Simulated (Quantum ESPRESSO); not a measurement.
```
Rb2NaScF6
1.0
    0.00000     4.37453     4.37453
    4.37453     0.00000     4.37453
    4.37453     4.37453     0.00000
F Na Sc Rb
6 1 1 2
Cartesian
  2.04054   4.37453   4.37453
  6.70852   4.37453   4.37453
  4.37453   2.04054   4.37453
  4.37453   6.70852   4.37453
  4.37453   4.37453   2.04054
  4.37453   4.37453   6.70852
  4.37453   4.37453   4.37453
  0.00000   0.00000   0.00000
  6.56180   6.56180   6.56180
  2.18727   2.18727   2.18727
```

The geometry is that of Materials Project entry mp-1113669, symmetrised and not relaxed again.

What does LDA (pw.x of Quantum ESPRESSO, ONCV potentials, scalar-relativistic) give for the electronic structure near the Fermi level?

The LDA gap is direct, 6.55 eV at Γ. Another valence extremum on the path lies within 0.02 eV, too close to call. 

The structure is a Materials Project entry; no match was found in the copy of COD used, and its stability was not checked.
